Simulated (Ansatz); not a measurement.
BaHfO$_{3}$ (cubic perovskite, Pm-3m) under volume change, r²SCAN in the plane-wave PAW code Ansatz, scaled uniformly.

```json
[
 {"V (Å³/atom)": "13.265", "E − E(relaxed) (meV/atom)": "74.4", "P (GPa)": "19.78"},
 {"V (Å³/atom)": "13.703", "E − E(relaxed) (meV/atom)": "31.2", "P (GPa)": "12.09"},
 {"V (Å³/atom)": "14.140", "E − E(relaxed) (meV/atom)": "7.4", "P (GPa)": "5.55"},
 {"V (Å³/atom)": "14.577", "E − E(relaxed) (meV/atom)": "0.0", "P (GPa)": "-0.01"},
 {"V (Å³/atom)": "15.015", "E − E(relaxed) (meV/atom)": "6.7", "P (GPa)": "-4.75"},
 {"V (Å³/atom)": "15.452", "E − E(relaxed) (meV/atom)": "25.3", "P (GPa)": "-8.78"},
 {"V (Å³/atom)": "15.889", "E − E(relaxed) (meV/atom)": "54.1", "P (GPa)": "-12.22"}
]
```

Problem. What does a third-order Birch–Murnaghan fit give for V₀, B₀ and B′?

Solution. V₀ = 14.58 Å³/atom, B₀ = 171 GPa, B′ = 4.4.

The r²SCAN relaxation kept the symmetry of its start; phonons on a q-mesh show no instability. No spin polarisation was allowed. Spin–orbit coupling is left out wherever it is not named.

Potentials: the later of the program's two PAW sets.
